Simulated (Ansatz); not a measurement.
# CrMo3: magnetovolume behaviour

These are results of DFT PBEsol, scalar-relativistic, plane waves, PAW (Ansatz 0.2.0), not measurements.

```yaml
crystal:
  lattice:
    - [3.87848, 0.00000, 0.00000]
    - [0.00000, 3.87848, 0.00000]
    - [0.00000, 0.00000, 7.75696]
  atoms:
    - { symbol: Mo, position: [0.00000, 0.50000, 0.25000] }
    - { symbol: Mo, position: [0.50000, 0.00000, 0.25000] }
    - { symbol: Mo, position: [0.50000, 0.50000, 0.00000] }
    - { symbol: Cr, position: [0.00000, 0.00000, 0.00000] }
    - { symbol: Mo, position: [0.00000, 0.50000, 0.75000] }
    - { symbol: Mo, position: [0.50000, 0.00000, 0.75000] }
    - { symbol: Mo, position: [0.50000, 0.50000, 0.50000] }
    - { symbol: Cr, position: [0.00000, 0.00000, 0.50000] }
```

```
plane-wave cutoff                               : 420 eV
Γ-centred k-mesh                                : 12×12×6
occupation rule                                 : Gaussian smearing, 0.1 eV
list of starting moments (μB, in atom order)    : 0 0 0 3 0 0 0 -3
check for lower electronic states after the SCF : off
```

The cell is scaled evenly at fixed fractional positions, V₀ being the volume of the cell shown; start: antiferromagnetic, doubled cell, propagation vector (0, 0, 1/2). The states are those that the runs reached from these starts; a lower one can exist. Energies are extrapolated to zero smearing.

Site moments are spin moments in atom-centred spheres that scale with the neighbour distance.

| V/V₀ | E above lowest (meV/atom) | P (GPa) | cell moment (μB) | site moments (μB) |
| --- | --- | --- | --- | --- |
| 0.800 | 669.8 | 87.8 | 0.00 | none over 0.05 |
| 0.860 | 293.8 | 51.9 | 0.00 | none over 0.05 |
| 0.920 | 86.9 | 25.2 | 0.00 | none over 0.05 |
| 0.960 | 21.2 | 11.3 | 0.00 | none over 0.05 |
| 1.000 | 0.0 | 0.8 | 0.00 | Cr +0.95, Cr -0.95 |
| 1.040 | 13.0 | -7.4 | 0.00 | Cr +1.46, Cr -1.46 |
| 1.100 | 80.4 | -16.7 | 0.00 | Cr +2.08, Cr -2.08 |
| 1.180 | 235.3 | -25.3 | 0.00 | Cr +2.63, Cr -2.63 |

Cost: 8 runs of about 35 core-minutes in all, on Arm Neoverse N1 (shared hosts).